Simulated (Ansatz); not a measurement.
CdPS$_{3}$ in space group R-3 (No. 148; Cd on 6c, P on 6c, S on 18f), the program Ansatz at the LDA level (PAW). The conduction-band minimum lies at Γ, with 1 equivalent valley. Second derivatives d²E/dk² of the lowest band at one valley (eV·Å²), along Cartesian directions:

```
direction  d²E/dk²
---------  -------
[100]        38.99
[010]        38.99
[001]        6.972
[110]        38.99
[101]        22.99
[011]        22.99
```

Problem. Find the principal effective masses, the density-of-states mass and the conductivity mass.

Solution. Off-diagonal terms follow from H_xy = H[110] − (H_xx + H_yy)/2, and m*/mₑ = 7.620 eV·Å² over each eigenvalue: 0.20, 0.20, 1.1. One valley's DOS mass (m₁m₂m₃)^(1/3) = 0.35, conductivity mass 3/(Σ 1/mᵢ) = 0.27 mₑ.

Problem. What effective density of states Nc follows at 300 K for parabolic valleys?

Solution. Nc = 2.509e19 × 1 × (0.35)^(3/2) ≈ 5.2e18 cm⁻³.

The workflow started from an entry of the Crystallography Open Database (COD); the relaxed space group is not among those it files for this formula. COD files the formula under space group No. 146. Its standing as an ambient phase is unchecked. The cell was relaxed with LDA under the symmetry of its start; its stability against distortions is not shown here. A crystal of weakly bound layers computed without a dispersion correction: the cell and the soft elastic constants depend strongly on that. Scalar-relativistic: spin–orbit coupling is off unless named, which matters more the heavier the elements.

Potentials: the later of the program's two PAW sets.

Edges and masses are those of Kohn–Sham bands, whose gap is no quasiparticle gap.
